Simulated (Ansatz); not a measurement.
Ba$_{3}$In$_{2}$Bi$_{2}$O$_{5}$: reading a single point

```xyz
12
Lattice="0.0000 4.3214 0.0000 4.3214 0.0000 0.0000 2.1607 2.1607 -13.1306" Properties=species:S:1:pos:R:3 pbc="T T T"
Ba    2.1607    2.1607    0.0000
Ba    2.1607    2.1607   -4.0757
Ba    4.3214    4.3214   -9.0549
In    2.1607    2.1607  -11.0454
In    4.3214    4.3214   -2.0851
Bi    2.1607    2.1607   -7.7523
Bi    4.3214    4.3214   -5.3783
O     2.1607    4.3214  -10.7776
O     4.3214    2.1607  -10.7776
O     4.3214    2.1607   -2.3530
O     2.1607    4.3214   -2.3530
O     0.0000    0.0000    0.0000
```

The numbers come from plane-wave PAW DFT (Ansatz): r2SCAN, no spin polarisation, 500 eV, 8×8×8 Γ-centred k points, fermi-dirac occupations (width 0.0367 eV). Nothing was relaxed.

**Question.** Which atom feels the largest force, and which way?

**Answer.** The largest is on Bi6 (and as large on other atoms): 2.67 eV/Å, components (0.00, 0.00, 2.67). It makes 180° with the line to a nearest neighbour, In4 at 3.29 Å, pointing away from it.

**Question.** What does the stress say?

**Answer.** The pressure is 1.4 GPa (compression positive), so with the atoms held at these fractions the cell would first expand; the forces are large, so a full relaxation may end otherwise. The principal stresses -0.6, 2.4, 2.4 GPa differ, so its shape would change too.

**Question.** Metal or insulator?

**Answer.** It is a metal, with about 6.5 states/eV a cell as the mean within 0.25 eV of the Fermi level, mostly Bi p (78 %).

**Question.** What do density and ELF say about some of the short contacts?

**Answer.** In–O at 2.09 Å: least valence density 0.58 e/Å³ and ELF 0.16 there. Ba–O at 2.76 Å: least valence density 0.20 e/Å³ and ELF 0.10 there. Bi–In at 3.29 Å: least valence density 0.15 e/Å³ and ELF 0.24 there. These are pseudo-fields; inside the PAW spheres they differ from the all-electron ones.

Origin: a known structure type with other elements, at an estimated volume, so it need not be a known compound. Caveats: many states at the Fermi level without spin polarisation, so a magnetic state may lie lower; atoms or cell far from equilibrium.
